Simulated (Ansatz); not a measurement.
Mg2Si in space group P4/nmm (No. 129; Mg on 2a, Mg on 2c, Si on 2c) at seven volumes, DFT-LDA in the program Ansatz with PAW potentials, shape and atoms relaxed at each. One row is withheld.

```json
[
 {"V (Å³/atom)": "17.399", "P (GPa)": "6.63"},
 {"V (Å³/atom)": "17.972", "P (GPa)": "4.07"},
 {"V (Å³/atom)": "18.546", "P (GPa)": "1.88"},
 {"V (Å³/atom)": "19.119", "P (GPa)": "0.00"},
 {"V (Å³/atom)": "19.693", "P (GPa)": "-1.61"},
 {"V (Å³/atom)": "20.267", "P (GPa)": "?"},
 {"V (Å³/atom)": "20.840", "P (GPa)": "-4.17"}
]
```

Problem. Fit the shown pressures and predict the withheld one.

Solution. P = (3/2)B₀(x^(7/2) − x^(5/2))[1 + (3/4)(B′ − 4)(x − 1)] with x = (V₀/V)^(2/3). Least squares on the six rows gives V₀ = 19.120 Å³/atom, B₀ = 57.8 GPa, B′ = 4.14. At V = 20.267, x = 0.9619 and P = -2.99 GPa. The run itself gave -2.99 GPa.

The first step of the workflow began from a Materials Project structure, measured or hypothetical; the Crystallography Open Database copy checked does not list it. It is not the phase usual at ambient conditions (space group No. 225). Symmetry was held in the LDA relaxation; of distortions, only those at the zone centre were tested.

Potentials: the later of the program's two PAW sets.
